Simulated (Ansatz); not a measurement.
Structure: NaLiCl2 as one 4-atom ordering (R-3m) on the rocksalt lattice, at its r2SCAN minimum. It is trigonal, R-3m (No. 166); conventional cell a = 3.783 Å, c = 18.743 Å, 19.36 Å³ an atom. Li has 6 Cl at 2.61 Å; Na has 6 Cl at 2.76 Å; Cl has 3 Li at 2.61 Å and 3 Na at 2.76 Å.

```cif
data_structure
_symmetry_space_group_name_H-M 'R-3m:H'
_symmetry_Int_Tables_number 166
_cell_length_a 3.7832
_cell_length_b 3.7832
_cell_length_c 18.7429
_cell_angle_alpha 90.000
_cell_angle_beta 90.000
_cell_angle_gamma 120.000
_cell_volume 232.32
loop_
_atom_site_label
_atom_site_type_symbol
_atom_site_symmetry_multiplicity
_atom_site_Wyckoff_symbol
_atom_site_fract_x
_atom_site_fract_y
_atom_site_fract_z
_atom_site_occupancy
Li1 Li 3 a 0.00000 0.00000 0.00000 1
Na1 Na 3 b 0.33333 0.66667 0.16667 1
Cl1 Cl 6 c 0.00000 0.00000 0.25669 1
```

4 runs of the plane-wave code Ansatz on this cell differ in the functional (and in the settings that go with it). Levels are in eV from each run's valence top; v1 is the last filled band, c1 the first empty one.

Run A, mean stress +1.0 GPa (compression positive):

| point | v5 | v3 | v1 | c1 | c2 | c3 |
| --- | --- | --- | --- | --- | --- | --- |
| Γ | -0.27 | -0.01 | 0.00 | 5.60 | 6.97 | 9.96 |
| T | -1.20 | -0.16 | -0.12 | 6.61 | 7.29 | 9.28 |
| H₂ | -1.91 | -1.28 | -0.53 | 8.29 | 8.50 | 9.51 |
| L | -2.04 | -0.84 | -0.39 | 8.00 | 8.38 | 9.18 |
| S₀ | -1.78 | -1.28 | -0.53 | 8.29 | 8.77 | 9.24 |
| F | -2.26 | -0.83 | -0.26 | 7.03 | 7.66 | 8.10 |

Run B, mean stress +0.3 GPa (compression positive):

| point | v5 | v3 | v1 | c1 | c2 | c3 |
| --- | --- | --- | --- | --- | --- | --- |
| Γ | -0.29 | -0.02 | 0.00 | 7.70 | 9.07 | 12.27 |
| T | -1.28 | -0.18 | -0.13 | 8.75 | 9.43 | 11.51 |
| H₂ | -2.09 | -1.39 | -0.58 | 10.49 | 10.66 | 11.78 |
| L | -2.23 | -0.91 | -0.43 | 10.18 | 10.55 | 11.45 |
| S₀ | -1.93 | -1.38 | -0.58 | 10.47 | 10.96 | 11.51 |
| F | -2.46 | -0.91 | -0.28 | 9.13 | 9.87 | 10.18 |

Run C, mean stress +0.4 GPa (compression positive):

| point | v5 | v3 | v1 | c1 | c2 | c3 |
| --- | --- | --- | --- | --- | --- | --- |
| Γ | -0.29 | -0.02 | 0.00 | 6.98 | 8.34 | 11.51 |
| T | -1.25 | -0.18 | -0.12 | 8.01 | 8.70 | 10.75 |
| H₂ | -2.06 | -1.37 | -0.57 | 9.74 | 9.92 | 11.02 |
| L | -2.20 | -0.90 | -0.42 | 9.44 | 9.80 | 10.69 |
| S₀ | -1.90 | -1.36 | -0.57 | 9.73 | 10.22 | 10.75 |
| F | -2.43 | -0.90 | -0.28 | 8.40 | 9.12 | 9.45 |

Run D, mean stress 0.0 GPa (compression positive):

| point | v5 | v3 | v1 | c1 | c2 | c3 |
| --- | --- | --- | --- | --- | --- | --- |
| Γ | -0.28 | -0.01 | 0.00 | 6.43 | 7.71 | 10.79 |
| T | -1.19 | -0.17 | -0.12 | 7.42 | 8.11 | 10.02 |
| H₂ | -1.94 | -1.30 | -0.54 | 9.07 | 9.20 | 10.32 |
| L | -2.07 | -0.85 | -0.40 | 8.78 | 9.10 | 9.99 |
| S₀ | -1.80 | -1.29 | -0.54 | 9.04 | 9.52 | 10.05 |
| F | -2.29 | -0.85 | -0.27 | 7.75 | 8.47 | 8.70 |

**Question.** Match the runs to PBE, r2SCAN, HSE06, PBE0.

**Answer.** A is PBE, B is PBE0, C is HSE06, D is r2SCAN. In order of the gap: PBE 5.60, r2SCAN 6.43, HSE06 6.98, PBE0 7.70 eV.

The calculation is spin-unpolarised, and the structure need not be a phase that has been made.

The stress of a hybrid is loosely converged in these runs.
